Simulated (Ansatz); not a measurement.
HfSiO4:
```cif
data_Hf4O16Si4
_chemical_formula_sum 'Hf4 Si4 O16'
_space_group_name_H-M_alt 'I41/amd :1'
_space_group_IT_number 141
_space_group_name_Hall 'I 4bw 2bw -1bw'
_cell_length_a 6.58207
_cell_length_b 6.58207
_cell_length_c 5.96607
_cell_angle_alpha 90.000
_cell_angle_beta 90.000
_cell_angle_gamma 90.000
loop_
_atom_site_label
_atom_site_type_symbol
_atom_site_symmetry_multiplicity
_atom_site_Wyckoff_symbol
_atom_site_fract_x
_atom_site_fract_y
_atom_site_fract_z
_atom_site_occupancy
Hf1 Hf 4 a 0.00000 0.00000 0.00000 1
Si1 Si 4 b 0.00000 0.00000 0.50000 1
O1 O 16 h 0.31521 0.00000 0.06813 1
```
(The calculation used a cell of 12 atoms; values per cell refer to that cell.)

Relaxed with PBEsol. 

Problem. HSE06 on this cell (Ansatz, an electronic-structure program, PAW) gives a gap of 7.29 eV. What does PBEsol give?

Solution. 5.37 eV.

Cost on shared cores: the PBEsol run (SCF on a 6×6×6 mesh, then bands and DOS) roughly 4 core-minutes, the HSE06 run (SCF on 4×4×4, then a few points) roughly 9 core-minutes; the tasks are unlike.

Space group I4_1/amd. Symmetry was held in the PBEsol relaxation. No spin polarisation was allowed. Scalar-relativistic: spin–orbit coupling is off unless named, which matters more the heavier the elements.

Potentials: the later of the program's two PAW sets.

Ansatz is a plane-wave DFT program.
